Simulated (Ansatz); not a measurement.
Be3N2 in space group R3m (No. 160; Pearson symbol hR5) at seven volumes, r²SCAN (plane waves, PAW; program Ansatz), shape and atoms relaxed at each. One row is withheld.

```json
[
 {"V (Å³/atom)": "6.158", "P (GPa)": "24.54"},
 {"V (Å³/atom)": "6.361", "P (GPa)": "15.21"},
 {"V (Å³/atom)": "6.564", "P (GPa)": "7.08"},
 {"V (Å³/atom)": "6.767", "P (GPa)": "0.00"},
 {"V (Å³/atom)": "6.970", "P (GPa)": "-6.16"},
 {"V (Å³/atom)": "7.173", "P (GPa)": "-11.55"},
 {"V (Å³/atom)": "7.376", "P (GPa)": "?"}
]
```

### Question
Fit the shown pressures and predict the withheld one.

### Answer
Third-order Birch–Murnaghan: P = (3/2)B₀(x^(7/2) − x^(5/2))[1 + (3/4)(B′ − 4)(x − 1)] with x = (V₀/V)^(2/3). Least squares on the six rows gives V₀ = 6.767 Å³/atom, B₀ = 220.0 GPa, B′ = 3.57. At V = 7.376, x = 0.9442 and P = -16.25 GPa. The run itself gave -16.24 GPa.

The workflow started from a Materials Project entry (that database holds measured and hypothetical structures alike); the Crystallography Open Database copy checked does not list it. COD files the formula under space group No. 206. Whether it is the stable phase at ambient conditions was not checked. The cell was relaxed with r²SCAN under the symmetry of its start; its stability against distortions is not shown here.

Potentials: the later of the program's two PAW sets.
